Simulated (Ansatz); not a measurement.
**Field gradients of SiO2 from run to run**

Cell of run 1: a COD entry (perhaps calculated rather than measured), atoms as given.

```yaml
crystal:
  lattice:
    - [4.93290, 0.00000, 0.00000]
    - [0.00000, 4.93290, 0.00000]
    - [0.00000, 0.00000, 6.46450]
  atoms:
    - { symbol: Si, position: [0.68229, 0.68229, 0.50000] }
    - { symbol: Si, position: [0.81771, 0.18229, 0.75000] }
    - { symbol: Si, position: [0.31771, 0.31771, 0.00000] }
    - { symbol: Si, position: [0.18229, 0.81771, 0.25000] }
    - { symbol: O, position: [0.36457, 0.73165, 0.44807] }
    - { symbol: O, position: [0.76835, 0.86457, 0.69807] }
    - { symbol: O, position: [0.63543, 0.26835, 0.94807] }
    - { symbol: O, position: [0.23165, 0.13543, 0.19807] }
    - { symbol: O, position: [0.86457, 0.76835, 0.30193] }
    - { symbol: O, position: [0.26835, 0.63543, 0.05193] }
    - { symbol: O, position: [0.13543, 0.23165, 0.80193] }
    - { symbol: O, position: [0.73165, 0.36457, 0.55193] }
```

Atom numbers follow the list; atoms alike are taken as one site, whose name carries the number of the first.

Relaxed positions (PBE, cell held):

```
CELL_PARAMETERS angstrom
4.93290 0.00000 0.00000
0.00000 4.93290 0.00000
0.00000 0.00000 6.46450
ATOMIC_POSITIONS crystal
Si 0.68310 0.68310 0.50000
Si 0.81690 0.18310 0.75000
Si 0.31690 0.31690 0.00000
Si 0.18310 0.81690 0.25000
O 0.36366 0.73074 0.45001
O 0.76926 0.86366 0.70001
O 0.63634 0.26926 0.95001
O 0.23074 0.13634 0.20001
O 0.86366 0.76926 0.29999
O 0.26926 0.63634 0.04999
O 0.13634 0.23074 0.79999
O 0.73074 0.36366 0.54999
```

All runs are DFT with Ansatz 0.2.0 (plane waves and PAW, scalar-relativistic unless spin–orbit coupling is named, Γ-centred meshes, Fermi–Dirac smearing where given) in this cell.

Run 1: PBE, gradients read without the response of the cores, atoms as given; 420 eV, 4×4×3 k-points, smearing 0.02 eV.
Run 2: PBE, gradients read without the response of the cores, atoms relaxed; 420 eV, 4×4×3 k-points, smearing 0.02 eV.
Run 3: r2SCAN, gradients read without the response of the cores, at the relaxed atoms; 500 eV, 4×4×3 k-points, smearing 0.02 eV.

```csv
run,Si V_zz (η),O V_zz (η)
1,0.62 (0.22),9.36 (0.29)
2,0.54 (0.04),9.35 (0.32)
3,?,?
```

V_zz in 10²¹ V/m².

**Question.** Estimate the row of run 3.

**Answer.** Si: 0.52 (0.03); O: 9.27 (0.32). It lies nearest to run 2, from whose tensors on these sites it differs by 0.08 at most (largest principal value of the difference, on O). Taken one at a time, the positions of the atoms (as given or relaxed) move the tensors on these sites by up to 0.28 (largest principal value of the change, on O), the functional (r2SCAN with its higher cutoff) by 0.08 (O).

The cell is 8 % smaller than that of α-cristobalite at ambient conditions, so the entry probably stands for a crystal under pressure. In run 3 the atoms aren't at the calculated equilibrium (largest force 0.36 eV/Å).
